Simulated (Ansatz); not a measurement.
**Question.** Each is relaxed and computed with r²SCAN in the plane-wave PAW code Ansatz. Which alone has a direct gap?
A) KMgF3, cubic perovskite
B) AlN, rock salt
C) KMnF3, cubic perovskite
D) MgAlF5, Immm (Pearson symbol oI14)

**Answer.** D, MgAlF5, Immm (Pearson symbol oI14). MgAlF5: gap 7.92 eV (direct); KMgF3: gap 8.30 eV (indirect); KMnF3: gap 3.31 eV (indirect); AlN: gap 5.52 eV (indirect). Spin orders computed, not proven ground states: KMnF3, cubic perovskite antiferromagnetic. Not the usual ambient phase: AlN, rock salt. Standing as an ambient phase not checked: MgAlF5, Immm (Pearson symbol oI14); KMnF3, cubic perovskite. All cells were relaxed under the symmetry of their starts (and spin orders); stability against distortions was not tested throughout. No Hubbard U is applied.

Potentials: the later of the program's two PAW sets.
